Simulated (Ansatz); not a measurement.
# Trial structures of SnGe5: starts and ends

All numbers below come from DFT PBE, scalar-relativistic, plane waves, PAW (Ansatz 0.2.0). All cells share a 420 eV cutoff and Γ-centred k meshes spaced at most about 0.3 Å⁻¹ (about 0.25 or finer for metals, 2π included). No spin polarisation in the final relaxations.

Each guess was relaxed in cell and atoms at zero pressure, within the symmetry of its start. Temperature and zero-point effects are left out. Coordination counts Ge atoms around Sn (those within 1.25 times the shortest such distance or 1.15 times the sum of covalent radii; a plus sign parts nearer from farther groups; the shortest distance is added where it is long for a bond).

```tsv
guess	made from	start group	V start (Å³/atom)	end group	V end (Å³/atom)	coordination at the end	gap on mesh (eV)	E over the lowest end (meV/atom)
1	random cell	F-43m	23.8	F-43m	33.5	Sn 12+6 from 3.8 Å	0	437
2	random cell	P4/mmm	22.4	P4/mmm	27.2	Sn 4	0	276
3	NdPt5 type	P6/mmm	21.1	P6/mmm (CaCu5)	22.1	Sn 6+12 from 3.2 Å	0	57
4	Be5Fe type	F-43m	21.7	?	?	?	?	?
5	random cell	P-62m	23.4	P-62m	25.6	Sn 3	0	0
```

Guess 4 as it starts:

```cif
data_structure
_symmetry_space_group_name_H-M 'F-43m'
_symmetry_Int_Tables_number 216
_cell_length_a 8.0470
_cell_length_b 8.0470
_cell_length_c 8.0470
_cell_angle_alpha 90.000
_cell_angle_beta 90.000
_cell_angle_gamma 90.000
_cell_volume 521.07
loop_
_atom_site_label
_atom_site_type_symbol
_atom_site_symmetry_multiplicity
_atom_site_Wyckoff_symbol
_atom_site_fract_x
_atom_site_fract_y
_atom_site_fract_z
_atom_site_occupancy
Sn1 Sn 4 d 0.25000 0.25000 0.75000 1
Ge1 Ge 16 e 0.37576 0.37576 0.12424 1
Ge2 Ge 4 b 0.50000 0.00000 0.00000 1
```

Problem. Predict the end of this guess and its energy over the lowest end.

Solution. It ends in space group F-43m (No. 216), with a = 7.993 Å, 21.3 Å³/atom and no gap. It lies 57 meV/atom over the lowest end, within the noise of guess 3 and below guess 2. Counting Ge atoms around Sn, this end has Sn 16 from 3.3 Å and the lowest (guess 5) has Sn 3.

```xyz
6
Lattice="0.0000 3.9965 3.9965 3.9965 0.0000 3.9965 3.9965 3.9965 0.0000" Properties=species:S:1:pos:R:3 pbc="T T T"
Sn    5.9947    5.9947    5.9947
Ge    2.9947    2.9947    1.0017
Ge    1.0017    2.9947    2.9947
Ge    1.0017    1.0017    1.0017
Ge    2.9947    1.0017    2.9947
Ge    3.9965    3.9965    3.9965
```

Formation energies are uncorrected and refer to the elements' standard structures at the same level. The references include grey tin.

Problem. Is the lowest end bound against the elements?

Solution. No: its formation energy is +0.29 eV/atom. It can't be a ground state, since the elements alone are lower.

For metals, differences of a few meV/atom aren't resolved. Cells relaxed within their symmetry can be saddle points. A lower structure may well exist outside this small set. Some candidate types were left out of the draw beforehand, so a known form may be missing.
